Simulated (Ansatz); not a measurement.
Given:

B:
```yaml
crystal:
  lattice:
    - [2.42039, 1.39742, 4.13111]
    - [-2.42039, 1.39742, 4.13111]
    - [0.00000, -2.79483, 4.13111]
  atoms:
    - { symbol: B, position: [0.01047, 0.65430, 0.01047] }
    - { symbol: B, position: [0.98953, 0.34570, 0.98953] }
    - { symbol: B, position: [0.01047, 0.01047, 0.65430] }
    - { symbol: B, position: [0.98953, 0.98953, 0.34570] }
    - { symbol: B, position: [0.65430, 0.01047, 0.01047] }
    - { symbol: B, position: [0.34570, 0.98953, 0.98953] }
    - { symbol: B, position: [0.22148, 0.62999, 0.22148] }
    - { symbol: B, position: [0.77852, 0.37001, 0.77852] }
    - { symbol: B, position: [0.22148, 0.22148, 0.62999] }
    - { symbol: B, position: [0.77852, 0.77852, 0.37001] }
    - { symbol: B, position: [0.62999, 0.22148, 0.22148] }
    - { symbol: B, position: [0.37001, 0.77852, 0.77852] }
```

This is the LDA-relaxed structure.

All from LDA (plane waves, PAW; program Ansatz), unless another level is named. Predict the smallest direct gap on the standard path.

1.72 eV.

Next, the band gap?

1.37 eV (indirect).

And the valence-band maximum?

at T.

And the conduction-band minimum?

on the Γ–T line, 7 % of the way from Γ (2 equivalent valleys).

Space group R-3m (α-B12). The cell was relaxed with LDA under the symmetry of its start.

Potentials: the earlier of the program's two PAW sets. The files were generated under PBE; for other functionals the program regenerates the frozen cores, and for LDA and PBEsol the local potential too.
